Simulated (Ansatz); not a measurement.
Structure optimisation: rubidium, A15

The calculation used DFT, BLYP, plane waves (420 eV) with PAW, scalar-relativistic (Ansatz). (PAW data from PBE, frozen cores regenerated.)

k-point mesh 3×3×3, Fermi-Dirac smearing 0.1 eV, no spin polarisation. Cell and atoms relax.

Starting structure:

```yaml
crystal:
  lattice:
    - [8.8656348752, 0.0, 0.0]
    - [0.0, 8.8656348752, 0.0]
    - [0.0, 0.0, 8.8656348752]
  atoms:
    - { symbol: Rb, position: [0.0, 0.0, 0.0] }
    - { symbol: Rb, position: [0.5, 0.5, 0.5] }
    - { symbol: Rb, position: [0.25, 0.0, 0.5] }
    - { symbol: Rb, position: [0.75, 0.0, 0.5] }
    - { symbol: Rb, position: [0.5, 0.25, 0.0] }
    - { symbol: Rb, position: [0.5, 0.75, 0.0] }
    - { symbol: Rb, position: [0.0, 0.5, 0.25] }
    - { symbol: Rb, position: [0.0, 0.5, 0.75] }
hamiltonian:
  xc: blyp
  pseudopotentials:
    kind: paw
    azcp:
      Rb: "pseudopotentials/Rb.paw.azcp"
basis:
  ecutwfc: 420
  fft_grid_basis: typed
kpoints:
  mp_grid: { grid: [3, 3, 3], shift: [0, 0, 0] }
magnetization:
  spin_polarized: false
scf:
  occupations: { method: fermi_dirac, width: 0.1 }
relax:
  max_steps: 60
  f_tol: 0.01
  cell: {}
```

Question: What cell does the relaxation end in?

Answer: Pm-3n with a = 9.200 Å; 97.33 Å³ per atom against 87.10 at the start (11.7 %).

Question: How much energy does the relaxation gain?

Answer: 8.9 meV per atom.
